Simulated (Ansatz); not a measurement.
Mn$_{3}$PdN:
```
Mn3PdN
1.0
    3.99397     0.00000     0.00000
    0.00000     3.99397     0.00000
    0.00000     0.00000     3.99397
Pd Mn N
1 3 1
Direct
  0.00000   0.00000   0.00000
  0.00000   0.50000   0.50000
  0.50000   0.00000   0.50000
  0.50000   0.50000   0.00000
  0.50000   0.50000   0.50000
```
The run is spin-polarised; directions of the spins, atom by atom: ↑ ↑ ↑ ↑ 0.

Relaxed with r²SCAN.

Q: Give the Bader charges and basin volumes of the independent atoms, plane-wave PAW r²SCAN (Ansatz code).

A: 

| atom | Bader charge (e) | Bader volume (Å³) |
|---|---|---|
| Pd1 | -1.15 | 21.1 |
| Mn2 | +0.93 | 10.9 |
| N5 | -1.64 | 9.8 |

Space group Pm-3m (anti-perovskite). The workflow started from an entry of the Crystallography Open Database (COD). Its standing as an ambient phase is unchecked. The r²SCAN relaxation kept the symmetry of its start; whether a distortion lowers the energy is not shown. Spin order of the final state: ferromagnetic, the only order run, not a proven ground state. The program gave a warning on the electronic state, which may not be the lowest. No Hubbard U is applied.

Potentials: the later of the program's two PAW sets.
